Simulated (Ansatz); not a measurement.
Input, command and steps of an Ansatz relaxation.

```yaml
crystal:
  lattice:
    - [6.66777, 0.196322, 0.268763]
    - [0.196322, 6.652151, -0.198532]
    - [0.268763, -0.198532, 6.602412]
  atoms:
    - { symbol: Si, position: [0.7205568493, 0.4102854647, 0.653463355] }
    - { symbol: Si, position: [0.4654880459, 0.1244208198, 0.4281875114] }
    - { symbol: Si, position: [0.6204939741, 0.1842470505, 0.0154349824] }
    - { symbol: "N", position: [0.1898545353, 0.9302745807, 0.8291857054] }
    - { symbol: "N", position: [0.6700756148, 0.8164445542, 0.021204476] }
    - { symbol: "N", position: [0.2425270353, 0.498717951, 0.8192533145] }
    - { symbol: "N", position: [0.6890481347, 0.4104277136, 0.9390878813] }
    - { symbol: W, position: [0.3081265555, 0.7264668211, 0.6722193347] }
    - { symbol: W, position: [0.154425608, 0.4780133437, 0.27435761] }
    - { symbol: W, position: [0.6937540335, 0.6029555654, 0.160841314] }
    - { symbol: W, position: [0.1520915401, 0.2391041145, 0.8638693964] }
    - { symbol: O, position: [0.2472128878, 0.2388392694, 0.3996516794] }
    - { symbol: O, position: [0.7305810485, 0.9655587384, 0.9057596701] }
    - { symbol: O, position: [0.5649832947, 0.2277663584, 0.6210746565] }
    - { symbol: O, position: [0.9351433326, 0.2659434305, 0.7005765882] }
    - { symbol: O, position: [0.5920659596, 0.632621642, 0.6493190043] }
    - { symbol: O, position: [0.8160608365, 0.4414127113, 0.3917649827] }
    - { symbol: O, position: [0.3815873926, 0.1945805733, 0.9935389193] }
    - { symbol: O, position: [0.4245917073, 0.8933989395, 0.452788029] }
    - { symbol: O, position: [0.0999386658, 0.6660168093, 0.5005536592] }
    - { symbol: O, position: [0.9820357195, 0.6389021435, 0.1408031923] }
    - { symbol: O, position: [0.6361789724, 0.1634539316, 0.2540466862] }
    - { symbol: O, position: [0.4008020149, 0.565298974, 0.2311873018] }
  symmetry: { detect: false }
basis:
  ecutwfc: 420
kpoints:
  mp_grid: { grid: [1, 1, 1], shift: [0.25, 0.25, 0.25] }
hamiltonian:
  xc: pbe
scf:
  occupations: { method: gaussian, width: 0.1 }
  lower_state_search: "off"
output:
  forces: true
  stress: true
  eigenvalues: true
relax:
  adjacent_minimum: "off"
  f_tol: 0.04
  max_steps: 70
  cell: { stress_tol: 0.3 }
```

```bash
ansatz run input.yaml --threads 2 --pin off --max-ram 5120MiB --backend cpu --events-out ev --progress --plain --runs-dir out
```

Level of theory: Ansatz 0.2.0, DFT PBE, scalar-relativistic, plane waves, PAW.

Of 34 frames 9 are shown, positions in Å and forces in eV/Å; the SCF threshold varies from step to step. Steps run on the plane waves of an earlier cell, with a Pulay correction in the pressure. The basis is chosen afresh for the last frame, the zero of the energies, and can be on the way; energy and pressure step there, also at an unchanged geometry. Here that happened at steps 22 (-31 meV/atom, 2.5 GPa), 31 (-5 meV/atom, 0.2 GPa); the frames before carry an error of that size.

```xyz
23
Lattice="6.6678 0.1963 0.2688 0.1963 6.6522 -0.1985 0.2688 -0.1985 6.6024" Properties=species:S:1:pos:R:3:forces:R:3 pbc="T T T" step=1 free_energy_over_end_meV_per_atom=206.95 pressure_GPa=6.35
Si    5.0607    2.7410    4.4266    0.3470    0.0130   -1.4460
Si    3.2433    0.8340    2.9275   -0.1820   -0.4040    1.1810
Si    4.1776    1.3444    0.2321   -0.2700   -0.5250   -0.0640
N     1.6714    6.0610    5.3410   -0.0810    0.8370    0.0610
N     4.6339    5.5585    0.1580    0.3830    0.4160   -1.0840
N     1.9352    3.2025    5.3752   -0.7520   -0.9290    0.2000
N     4.9274    2.6791    6.3040    0.5590    0.7630    0.5170
W     2.3778    4.7596    4.3769    0.3190   -0.8700    0.1920
W     1.1973    3.1557    1.7580   -0.6300   -0.0800    0.9970
W     4.7874    4.1152    1.1287    0.2810    0.1510    1.0890
W     1.2932    1.4489    5.6970   -1.0240    1.0690   -1.3040
O     1.8027    1.5580    2.6577   -1.0050    1.0940   -0.6320
O     5.3043    6.3866    5.9849   -0.2490   -0.3750    0.4990
O     3.9788    1.5028    4.2072   -0.1950   -0.0940    0.4660
O     6.4758    1.8136    4.8240    0.5160    0.2410    0.0330
O     4.2465    4.1956    4.3206   -0.0680    0.1560    0.4140
O     5.6333    3.0188    2.7183    0.6450    0.4190    0.1390
O     2.8496    1.1720    6.6237    0.8870   -0.7070    1.1010
O     3.1282    5.9365    2.9262    0.2110   -0.1450   -0.2120
O     0.9317    4.3507    3.1995   -0.1260   -0.3390   -0.1730
O     6.7113    4.4149    1.0667   -0.1000    0.2070   -0.6240
O     4.3423    1.1618    1.8159    0.4050   -0.5740   -1.0000
O     2.8456    3.7932    1.5219    0.1310   -0.3240   -0.3490
23
Lattice="6.5106 0.4466 0.2288 0.4346 6.6188 0.0241 0.1709 0.0633 7.5160" Properties=species:S:1:pos:R:3:forces:R:3 pbc="T T T" step=5 free_energy_over_end_meV_per_atom=129.88 pressure_GPa=-0.07
Si    5.0422    3.0336    4.7848   -1.3720    1.0930   -1.5280
Si    3.1691    1.0242    3.3929    0.2060    0.3440   -0.6750
Si    3.9448    1.4316    0.5277    0.1400   -0.2790   -0.4030
N     2.0526    6.4986    5.9458   -0.0980    1.0320    0.5040
N     4.6466    5.5447    0.3655    0.1010   -0.3730    0.1160
N     1.9159    3.5367    6.0314   -0.1770   -0.4030    0.1340
N     4.9228    2.8432    7.4260    0.2010    0.3970    0.5560
W     2.5394    5.0765    5.0623   -0.1450   -0.9750   -0.5830
W     1.1924    3.4998    2.4733   -0.6940   -0.4680   -1.3450
W     4.7658    4.0751    1.2960   -0.5040   -0.0540   -0.0260
W     1.2858    1.8487    6.3279    0.3460    0.1190    0.5290
O     1.7018    1.8050    3.0432    0.1860    0.0090    0.1490
O     5.2068    6.7198    7.3298   -0.0140    0.6210   -0.4600
O     3.9316    1.8237    4.5981    0.1080    0.1160    0.1040
O     6.4148    2.3827    5.2661    0.7640   -0.2480    0.7970
O     4.3347    4.4610    5.2663    0.8420   -0.8000   -0.1610
O     5.5181    3.5045    3.1431    0.3320   -0.1820    0.7900
O     2.5209    1.4806    7.8108   -1.0480    0.2750   -0.6520
O     3.3259    6.0735    3.4884   -0.1090   -0.0350    0.4930
O     1.0334    4.7273    3.7917    0.0340    0.4390    0.5000
O     6.7627    4.2961    1.1557    0.5470   -0.2720    0.6580
O     4.1907    1.2517    2.1180   -0.1180   -0.1110    0.5870
O     2.8252    3.9420    1.8862    0.4710   -0.2460   -0.0830
23
Lattice="6.3778 0.5659 0.3097 0.5618 6.4456 -0.2111 0.2397 -0.1554 7.7349" Properties=species:S:1:pos:R:3:forces:R:3 pbc="T T T" step=9 free_energy_over_end_meV_per_atom=81.96 pressure_GPa=-1.33
Si    5.0337    2.9646    4.5848    0.5240   -0.1010    2.0010
Si    3.1938    0.8593    3.4013   -0.1070   -0.0830    0.1380
Si    3.8724    1.4216    0.5197   -0.2540    0.3650   -0.2260
N     2.1504    6.5128    5.9004   -0.0250   -0.2710   -0.0970
N     4.6289    5.4106    0.1829   -0.2890   -0.0160   -0.4490
N     1.8741    3.3939    6.1033   -0.2810   -0.1320   -0.0800
N     5.3388    2.4372    7.9319    0.7820   -0.9720   -0.7010
W     2.5187    4.9332    5.1020    0.4440    0.4220    0.6320
W     1.3320    3.2906    2.4271   -0.1810   -0.5040   -0.7490
W     4.8175    4.0873    1.3235    0.4000    1.0570    0.3830
W     1.0576    1.8944    6.7060   -0.8000    0.0380    0.4430
O     1.7389    1.6168    3.1304   -0.1990    0.5040   -0.1440
O     5.0437    6.3194    7.1234   -0.0070   -0.3240    0.5360
O     3.9609    1.7500    4.5161   -0.0200   -0.2180    0.0450
O     6.2819    2.4156    5.4973   -0.3180    0.3240   -0.5170
O     4.3282    4.2200    5.3428   -0.4850   -0.1000   -0.3770
O     5.6476    3.4080    3.1389   -0.1150    0.1130   -0.6520
O     2.4834    1.5905    8.0861    0.9420   -0.5140   -0.1270
O     3.4573    5.7762    3.5295    0.2000    0.1410   -0.0560
O     1.1560    4.5713    3.8024   -0.0700   -0.1270   -0.3270
O     6.8724    4.1516    1.0739    0.1550    0.3690    0.5940
O     4.1258    0.9896    2.0864   -0.1080   -0.1380   -0.4240
O     3.0326    3.6972    1.9165   -0.1870    0.1670    0.1540
23
Lattice="6.3220 0.5478 0.4062 0.5361 6.4316 -0.1220 0.3329 -0.0717 7.6896" Properties=species:S:1:pos:R:3:forces:R:3 pbc="T T T" step=13 free_energy_over_end_meV_per_atom=51.66 pressure_GPa=0.04
Si    5.0163    2.9351    4.7282   -0.1490    0.0080    0.0040
Si    3.1745    0.8510    3.4268   -0.2250   -0.1990    0.1360
Si    3.9212    1.4353    0.5436    0.1130    0.1890    0.0050
N     2.1008    6.4781    6.0334   -0.1040    0.0230    0.2140
N     4.6297    5.3926    0.1625   -0.0410   -0.2400    0.0650
N     1.7012    3.4665    6.1707   -0.1090   -0.2400    0.3590
N     5.6461    2.4518    8.1044   -0.0820   -0.2110   -0.0390
W     2.4603    4.8958    5.2307    0.1850    0.2010   -0.2440
W     1.3638    3.3644    2.4742    0.0820    0.0440    0.0140
W     4.8469    4.1898    1.4306   -0.1000    0.3290   -0.0790
W     1.0481    1.8219    6.7303    0.0740    0.2150   -0.5110
O     1.7444    1.6404    3.0990    0.0200   -0.0620   -0.0040
O     5.1387    6.4164    7.1354   -0.0050   -0.0040    0.1240
O     3.9658    1.6909    4.5645    0.0790    0.1210    0.0050
O     6.2832    2.3809    5.5404   -0.0550   -0.0490    0.0290
O     4.2104    4.1251    5.4884    0.1760   -0.1220   -0.0180
O     5.5767    3.4487    3.2500   -0.0330    0.0470   -0.1130
O     2.6872    1.7408    7.9321    0.1310   -0.0920    0.0940
O     3.4823    5.7481    3.6796    0.1150    0.2190   -0.0680
O     1.1553    4.6180    3.8476   -0.1420   -0.0300    0.0240
O     6.8294    4.5786    1.4182    0.0230   -0.0100    0.1580
O     4.0774    0.8974    2.0741   -0.0150   -0.0450   -0.1750
O     3.0523    3.7707    1.9608    0.0640   -0.0920    0.0220
23
Lattice="6.2901 0.5127 0.3914 0.4995 6.4502 -0.1077 0.3166 -0.0584 7.7140" Properties=species:S:1:pos:R:3:forces:R:3 pbc="T T T" step=17 free_energy_over_end_meV_per_atom=49.27 pressure_GPa=0.21
Si    4.9516    2.9370    4.7181    0.0380   -0.0050   -0.0050
Si    3.1018    0.8537    3.4054    0.0280   -0.0660   -0.0540
Si    3.9167    1.4229    0.5303   -0.0420    0.0380    0.0470
N     2.0207    6.4384    6.1054    0.0300   -0.0610   -0.0760
N     4.6014    5.3780    0.1688    0.0150    0.0660   -0.0780
N     1.6669    3.4887    6.2645   -0.0140    0.0330   -0.0010
N     5.6250    2.4500    8.1078    0.0620    0.0510    0.0060
W     2.4393    4.9016    5.2673   -0.0800    0.0610    0.0150
W     1.3393    3.3775    2.5107    0.0900    0.0540    0.0540
W     4.8203    4.1695    1.4218   -0.0980   -0.0090   -0.0100
W     1.0267    1.8203    6.6950   -0.0250   -0.0740   -0.0110
O     1.6629    1.6052    3.0455   -0.0120   -0.0600    0.0190
O     5.1065    6.4239    7.1876   -0.0180   -0.0470   -0.0010
O     3.8545    1.7436    4.5392   -0.0110   -0.0010    0.0050
O     6.2223    2.3348    5.5096    0.0120   -0.0250   -0.0030
O     4.2059    4.1378    5.5081   -0.0010    0.0140    0.0500
O     5.5172    3.4471    3.2443   -0.0020   -0.0280    0.0140
O     2.6791    1.7254    7.9035    0.0180   -0.0120    0.0010
O     3.4231    5.7795    3.7194    0.0210    0.0400    0.0000
O     1.1087    4.5990    3.9097   -0.0060    0.0350    0.0660
O     6.7771    4.6333    1.4921    0.0000    0.0460   -0.0410
O     4.0284    0.8849    2.0641    0.0020   -0.0280   -0.0220
O     3.0353    3.7454    1.9859   -0.0070   -0.0200    0.0250
23
Lattice="6.2845 0.5117 0.3914 0.4980 6.4531 -0.1029 0.3161 -0.0535 7.7194" Properties=species:S:1:pos:R:3:forces:R:3 pbc="T T T" step=22 free_energy_over_end_meV_per_atom=18.19 pressure_GPa=2.47
Si    4.9456    2.9359    4.7226   -0.0110    0.0020   -0.0080
Si    3.0983    0.8506    3.4001   -0.0130    0.0080    0.0030
Si    3.9161    1.4275    0.5305   -0.0130    0.0010    0.0100
N     2.0219    6.4383    6.1131    0.0110   -0.0190   -0.0170
N     4.5998    5.3843    0.1659    0.0150   -0.0050   -0.0270
N     1.6530    3.4947    6.2780   -0.0140   -0.0180    0.0080
N     5.6267    2.4612    8.1182   -0.0040    0.0020    0.0100
W     2.4347    4.9036    5.2776   -0.0020    0.0350    0.0140
W     1.3373    3.3870    2.5245   -0.0050   -0.0210   -0.0070
W     4.8153    4.1769    1.4228   -0.0110    0.0210   -0.0100
W     1.0244    1.8203    6.6969    0.0280    0.0100   -0.0110
O     1.6588    1.6042    3.0403   -0.0010    0.0060   -0.0070
O     5.1040    6.4352    7.1925   -0.0030   -0.0180    0.0260
O     3.8449    1.7469    4.5344   -0.0080    0.0090    0.0070
O     6.2157    2.3241    5.5111    0.0030   -0.0070    0.0040
O     4.2003    4.1324    5.5231    0.0030   -0.0010    0.0040
O     5.5110    3.4493    3.2503    0.0020    0.0010    0.0060
O     2.6805    1.7314    7.9030   -0.0050    0.0000    0.0070
O     3.4229    5.7829    3.7308    0.0150   -0.0080   -0.0070
O     1.1016    4.6100    3.9239   -0.0090    0.0050    0.0030
O     6.7707    4.6526    1.5095    0.0030    0.0060    0.0100
O     4.0257    0.8763    2.0594    0.0090   -0.0100   -0.0150
O     3.0332    3.7491    1.9951    0.0110    0.0020   -0.0050
23
Lattice="6.2485 0.5114 0.4088 0.4956 6.4121 -0.0586 0.3172 0.0012 8.0435" Properties=species:S:1:pos:R:3:forces:R:3 pbc="T T T" step=26 free_energy_over_end_meV_per_atom=6.05 pressure_GPa=0.77
Si    4.9237    2.9648    4.9181    0.0920   -0.0280    0.1050
Si    3.0873    0.8755    3.5169   -0.0050    0.0620    0.0140
Si    3.8626    1.4116    0.5848    0.0860   -0.0020   -0.0660
N     2.0525    6.4747    6.3324    0.0510    0.0370   -0.0230
N     4.5819    5.2969    0.2765   -0.0040    0.1880    0.0120
N     1.6289    3.5306    6.5433    0.0950    0.1890   -0.0410
N     5.6111    2.4734    8.4712   -0.0850   -0.0050    0.0440
W     2.4246    4.9390    5.4969   -0.0970   -0.0020    0.0890
W     1.3292    3.4129    2.7046   -0.0090   -0.0070   -0.1070
W     4.8158    4.0948    1.5324   -0.0070   -0.0050   -0.0490
W     1.0133    1.8778    6.9630   -0.0340   -0.2740    0.0140
O     1.6330    1.6204    3.1810    0.0120   -0.0080    0.0190
O     5.0574    6.4125    7.6372    0.0000   -0.1140    0.0650
O     3.8432    1.7766    4.6437   -0.0540   -0.0020   -0.0290
O     6.1591    2.3781    5.7848   -0.0790   -0.0240   -0.0200
O     4.1733    4.1453    5.7453    0.0010   -0.0190    0.0200
O     5.4882    3.4773    3.4378   -0.0100    0.0310   -0.0610
O     2.6452    1.7720    8.2182    0.0280   -0.0220    0.0200
O     3.4152    5.7809    3.9386   -0.0160   -0.0200   -0.0140
O     1.1105    4.6132    4.1297    0.0590    0.0350    0.0220
O     6.7608    4.6238    1.6576    0.0070   -0.0040    0.0200
O     3.9520    0.8851    2.1297    0.0100   -0.0190   -0.0110
O     3.0359    3.7230    2.1476   -0.0430    0.0110   -0.0240
23
Lattice="6.2225 0.4976 0.4219 0.4791 6.4116 -0.0202 0.3228 0.0425 8.1802" Properties=species:S:1:pos:R:3:forces:R:3 pbc="T T T" step=30 free_energy_over_end_meV_per_atom=5.14 pressure_GPa=-0.02
Si    4.8981    2.9794    5.0221    0.0140   -0.0180    0.0180
Si    3.0692    0.8974    3.5705    0.0060   -0.0250    0.0080
Si    3.8362    1.4062    0.6131   -0.0130    0.0040   -0.0110
N     2.0621    6.5099    6.4401   -0.0010   -0.0020    0.0110
N     4.5676    5.2920    0.3569   -0.0130    0.0160   -0.0080
N     1.6176    3.5449    6.6603   -0.0070    0.0040    0.0000
N     5.5889    2.5083    8.6315   -0.0120    0.0050   -0.0010
W     2.4134    4.9685    5.6106    0.0010    0.0240    0.0050
W     1.3150    3.4330    2.7852   -0.0110   -0.0100   -0.0100
W     4.8015    4.0718    1.5913    0.0070    0.0050   -0.0020
W     1.0029    1.8968    7.0789    0.0160   -0.0310   -0.0150
O     1.6071    1.6320    3.2387    0.0070    0.0070   -0.0010
O     5.0487    6.4449    7.8569    0.0130   -0.0310    0.0090
O     3.8047    1.8147    4.6976   -0.0170    0.0080   -0.0120
O     6.1028    2.3677    5.9155   -0.0130    0.0120   -0.0020
O     4.1550    4.1591    5.8620   -0.0030    0.0040    0.0030
O     5.4584    3.4970    3.5337   -0.0060    0.0090    0.0010
O     2.6273    1.7847    8.3547    0.0230   -0.0030    0.0120
O     3.4032    5.8031    4.0480   -0.0050    0.0100   -0.0110
O     1.1276    4.6235    4.2244    0.0030    0.0060    0.0080
O     6.7364    4.6240    1.7402   -0.0060   -0.0030    0.0040
O     3.9160    0.9012    2.1688   -0.0050   -0.0010    0.0010
O     3.0203    3.7246    2.2070    0.0190    0.0110   -0.0050
23
Lattice="6.2062 0.4903 0.4250 0.4708 6.3997 -0.0008 0.3216 0.0642 8.2584" Properties=species:S:1:pos:R:3:forces:R:3 pbc="T T T" step=34 free_energy_over_end_meV_per_atom=0.00 pressure_GPa=0.00
Si    4.8814    2.9831    5.0758    0.0010   -0.0240   -0.0070
Si    3.0584    0.9047    3.5971    0.0060   -0.0090   -0.0070
Si    3.8186    1.4006    0.6266   -0.0130    0.0080    0.0000
N     2.0625    6.5156    6.5036   -0.0040    0.0020    0.0030
N     4.5556    5.2744    0.3931    0.0020   -0.0060    0.0080
N     1.6062    3.5472    6.7227    0.0030    0.0110    0.0000
N     5.5718    2.5215    8.7169   -0.0040    0.0030    0.0060
W     2.4051    4.9771    5.6694    0.0070    0.0010    0.0060
W     1.3076    3.4396    2.8326   -0.0220   -0.0080   -0.0080
W     4.7934    4.0513    1.6220    0.0030   -0.0020   -0.0070
W     0.9936    1.9061    7.1446   -0.0010   -0.0140   -0.0070
O     1.5921    1.6334    3.2687    0.0040    0.0000    0.0010
O     5.0359    6.4487    7.9741    0.0020   -0.0040   -0.0070
O     3.7825    1.8310    4.7240    0.0020    0.0060    0.0020
O     6.0711    2.3617    5.9831   -0.0050    0.0130    0.0000
O     4.1421    4.1608    5.9236   -0.0020    0.0060    0.0000
O     5.4409    3.5038    3.5852    0.0020    0.0000    0.0050
O     2.6110    1.7913    8.4333    0.0160    0.0020    0.0050
O     3.3949    5.8011    4.1036   -0.0080    0.0020    0.0080
O     1.1279    4.6243    4.2782   -0.0020    0.0100    0.0060
O     6.7214    4.6205    1.7843   -0.0060   -0.0020    0.0010
O     3.8949    0.9055    2.1876   -0.0030    0.0010    0.0010
O     3.0139    3.7199    2.2447    0.0210    0.0050   -0.0070
```

The run took 2.5 min on 2 threads of Arm Neoverse V1 (shared host), peak memory 0.53 GiB.

The k mesh is coarse. Spin–orbit coupling is left out, which can shift energies with elements as heavy as these.